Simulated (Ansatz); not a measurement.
BeS:
```
BeS
1.0
    5.92134     0.00000     0.00000
    0.00000     3.48500     0.00000
    0.00000     0.00000     5.96919
Be S
4 4
Direct
  0.14524   0.25000   0.90521
  0.35476   0.75000   0.40521
  0.85476   0.75000   0.09479
  0.64524   0.25000   0.59479
  0.78255   0.25000   0.91499
  0.71745   0.75000   0.41499
  0.21745   0.75000   0.08501
  0.28255   0.25000   0.58501
```

This is the r²SCAN+D4-relaxed structure. Cartesian axes are those of the cell as given.

Problem. All from r²SCAN+D4 (plane waves, PAW; program Ansatz), unless another level is named. Predict the electron effective mass.

Solution. 0.42, 0.52, 0.71 mₑ (principal values).

Problem. What about the hole effective mass?

Solution. 0.38, 1.7, 7.9 mₑ (principal values).

Problem. What about the conduction-band minimum?

Solution. on the Y–Γ line, 24 % of the way from Y (k = 0.000, 0.380, 0.000) (2 equivalent valleys).

Space group Pnma. The start of the workflow was typed in or built on a structure type; neither database checked (COD, Materials Project) lists it. COD files the formula under space group No. 216, so this cell is another polymorph or a model. Whether it is the stable phase at ambient conditions was not checked. Symmetry was held in the r²SCAN+D4 relaxation; its stability against distortions is not shown here. The volume moved by 24 % from the start of the relaxation.

Potentials: the earlier of the program's two PAW sets.

Edges and masses are those of Kohn–Sham bands, whose gap is no quasiparticle gap.
